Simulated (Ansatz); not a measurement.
Structure relaxation, LiCl

The start is a relaxed LiCl cell with every coordinate shifted by Gaussian noise of σ = 0.3 Å. The cell and all atomic positions are relaxed at zero pressure with PBE (plane waves to 420 eV, PAW, scalar-relativistic; Ansatz, a quantum-chemistry and plane-wave program). The first steps use a coarse 8×8×8 k-mesh.

Initial structure:
```yaml
crystal:
  lattice:
    - [0.00000, 2.57520, 2.57520]
    - [2.57520, 0.00000, 2.57520]
    - [2.57520, 2.57520, 0.00000]
  atoms:
    - { symbol: Cl, position: [0.15521, 0.20344, 0.74084] }
    - { symbol: Li, position: [0.46433, 0.60199, 0.37750] }
```

Task: How large is the pressure on the unrelaxed cell, and of which sign?

Result: +11.3 GPa (positive: the cell is compressed).

Task: How much energy is released per atom?

Result: 0.38 eV/atom.

Task: Does it find its way back to the structure it was made from?

Result: The parent structure is recovered, Fm-3m (No. 225).

Task: How do the shortest distances between atoms change?

Result: The closest pairs of elements (up to four, under 3.6 Å), start → end: Cl–Li 1.83 → 2.58 Å.

Task: What band gap does the relaxed structure have at this level?

Result: 6.26 eV, direct (no spin-orbit coupling).

The end point of the relaxation:

```cif
data_Cl4Li4
_chemical_formula_sum 'Cl4 Li4'
_space_group_name_H-M_alt 'Fm-3m'
_space_group_IT_number 225
_space_group_name_Hall '-F 4 2 3'
_cell_length_a 5.15056
_cell_length_b 5.15056
_cell_length_c 5.15056
_cell_angle_alpha 90.000
_cell_angle_beta 90.000
_cell_angle_gamma 90.000
loop_
_atom_site_label
_atom_site_type_symbol
_atom_site_symmetry_multiplicity
_atom_site_Wyckoff_symbol
_atom_site_fract_x
_atom_site_fract_y
_atom_site_fract_z
_atom_site_occupancy
Cl1 Cl 4 b 0.50000 0.50000 0.50000 1
Li1 Li 4 a 0.00000 0.00000 0.00000 1
```
(The calculation used a cell of 2 atoms; values per cell refer to that cell.)

Final values are on a 11×11×11 k-mesh of the relaxed cell. No spin polarisation in the result.
